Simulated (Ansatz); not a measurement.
**Profile along the Zn–F line in KZnF3 (cubic perovskite)**

KZnF₃ (cubic perovskite)

```xyz
5
Lattice="4.1275 0.0000 0.0000 0.0000 4.1275 0.0000 0.0000 0.0000 4.1275" Properties=species:S:1:pos:R:3 pbc="T T T"
K      0.0000     0.0000     0.0000
Zn     2.0637     2.0637     2.0637
F      0.0000     2.0637     2.0637
F      2.0637     0.0000     2.0637
F      2.0637     2.0637     0.0000
```

Fields along a shortest Zn–F line of a {210} plane (2.06 Å), from Zn to F, interpolated on the slice's grid (step about 0.3 Å). Method: PBE (plane waves to 420 eV, PAW, scalar-relativistic; Ansatz, a quantum-chemistry and plane-wave program). k mesh 8×8×8. Near the nuclei the fields are pseudised (PAW); where an atom keeps semicore shells as valence, they peak there. KZnF3 was relaxed with its symmetry unable to fall.

```csv
distance from Zn (Å),valence electron density (e/Å³),electron localisation function
0.00,46.76,x
0.10,41.42,x
0.21,29.18,x
0.31,16.69,x
0.41,8.09,0.02
0.52,3.68,0.04
0.62,1.76,0.06
0.72,0.95,0.08
0.82,0.61,0.10
0.93,0.47,0.14
1.03,0.44,0.20
1.13,0.50,0.30
1.24,0.68,0.45
1.34,1.08,0.63
1.44,1.85,0.76
1.54,3.21,0.79
1.65,5.33,0.77
1.75,8.15,x
1.85,11.05,x
1.96,13.23,x
2.06,14.02,x
```

x: too close to a nucleus for the ELF to mean much.

Density on the Zn–F line (2.06 Å) at its midpoint: 0.44 e/Å³. ELF at that point: 0.2.
